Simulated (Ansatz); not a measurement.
Method: r2SCAN, no spin polarisation; PAW, plane waves to 500 eV, 5×7×6 Γ-centred mesh, fermi-dirac occupations (width 0.1 eV) (Ansatz 0.2.0), atoms fixed.

Computed maps in the lattice plane spanned by a (left to right, 6.64 Å, 20 points from zero) and c (bottom to top, 5.77 Å, 17 points from zero), 90° apart, at height 0.250 along b. The fields are smooth PAW ones with compensation charges, not the true ones near nuclei.

Valence density. Digits on a logarithmic scale: 0 up to 0.03 e/Å³, each further digit a factor of 1.6, 9 from 1.3 e/Å³ up:
```
44444444444444555444
55544344555544444445
77654445677765434567
99865456899976444679
99975457999997545799
99975457999997545799
99865456899986545689
98764446789875434578
66654445666654444456
55444444455445555544
44456665444456676654
44579997544467999764
44699999644579999975
44799999744579999975
44699999644579999975
44589998544467999764
34456765443456777654
```

Question: The cell is NbTe3. Which atoms lie within 0.2 Å of this plane, and where (fractions of a and c)?

Answer: Te at (0.00, 0.66), Te at (0.50, 0.66), Te at (0.75, 0.17), Nb at (0.25, 0.17). The whole cell:
```yaml
crystal:
  lattice:
    - [6.64126, 0.00000, 0.00000]
    - [0.00000, 5.31946, 0.00000]
    - [0.00000, 0.00000, 5.76915]
  atoms:
    - { symbol: Te, position: [0.00000, 0.25000, 0.66310] }
    - { symbol: Te, position: [0.50000, 0.25000, 0.66310] }
    - { symbol: Te, position: [0.50000, 0.75000, 0.33690] }
    - { symbol: Te, position: [0.00000, 0.75000, 0.33690] }
    - { symbol: Te, position: [0.25000, 0.75000, 0.82770] }
    - { symbol: Te, position: [0.75000, 0.25000, 0.17230] }
    - { symbol: Nb, position: [0.25000, 0.25000, 0.16870] }
    - { symbol: Nb, position: [0.75000, 0.75000, 0.83130] }
```

Origin: a known structure type with other elements, at an estimated volume, so it need not be a known compound. Caveats: atoms or cell far from equilibrium.
